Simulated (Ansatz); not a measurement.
Relaxed-ion elastic tensor of Si2W in space group P6_222 (No. 180; Si on 6j, W on 3d) in GPa (Voigt order), DFT-PBEsol in the program Ansatz with PAW potentials; density 9.98 g/cm³, 13.31 Å³ per atom.

|  | 1 | 2 | 3 | 4 | 5 | 6 |
|---|---|---|---|---|---|---|
| 1 | 452 | 86.9 | 149 | 0.0 | 0.0 | 0.0 |
| 2 | 86.9 | 452 | 149 | 0.0 | 0.0 | 0.0 |
| 3 | 149 | 149 | 441 | 0.0 | 0.0 | 0.0 |
| 4 | 0.0 | 0.0 | 0.0 | 145 | 0.0 | 0.0 |
| 5 | 0.0 | 0.0 | 0.0 | 0.0 | 145 | 0.0 |
| 6 | 0.0 | 0.0 | 0.0 | 0.0 | 0.0 | 182 |

Is the crystal mechanically stable?

Yes: the smallest eigenvalue of C is 145 GPa.

Work out the Voigt, Reuss and Hill averages.

K_V = 235, K_R = 234, K_H = 235; G_V = 159, G_R = 156, G_H = 157 GPa.

Give Young's modulus, Poisson's ratio, Pugh's ratio and the universal anisotropy index.

E = 9KG/(3K + G) = 386 GPa; ν = 0.23; K/G = 1.49 (brittle by the Pugh limit of 1.75); A_U = 5G_V/G_R + K_V/K_R − 6 = 0.08.

Estimate the sound speeds and the Debye temperature.

v_l = √((K + 4G/3)/ρ) = 6670 m/s, v_t = √(G/ρ) = 3970 m/s, mean 4400 m/s; Θ = (h/k)(3n/4πV)^(1/3) v_m = 552 K.

Solve the Christoffel equation for the three sound speeds along x, y, z.

Eigenvalues of C_ijkl n_j n_l equal ρv². In km/s, slowest first: x 3.82, 4.28, 6.73; y 3.82, 4.28, 6.73; z 3.82, 3.82, 6.64.

How much does each axis shrink under pressure?

Linear compressibilities β_i = Σ_j S_ij (j = 1 to 3): x 1.5, y 1.5, z 1.2 per TPa.

The first step of the workflow began from a Materials Project structure, measured or hypothetical; the Crystallography Open Database copy checked does not list it. It is not the phase usual at ambient conditions (space group No. 139). The PBEsol relaxation kept the symmetry of its start; of distortions, only those at the zone centre were tested. The run is not spin-polarised. As this level gives no gap, shear constants depend on the k-mesh and smearing (Fermi–Dirac, 0.1 eV here). Scalar-relativistic: spin–orbit coupling is off unless named, which matters more the heavier the elements.

Potentials: the earlier of the program's two PAW sets.
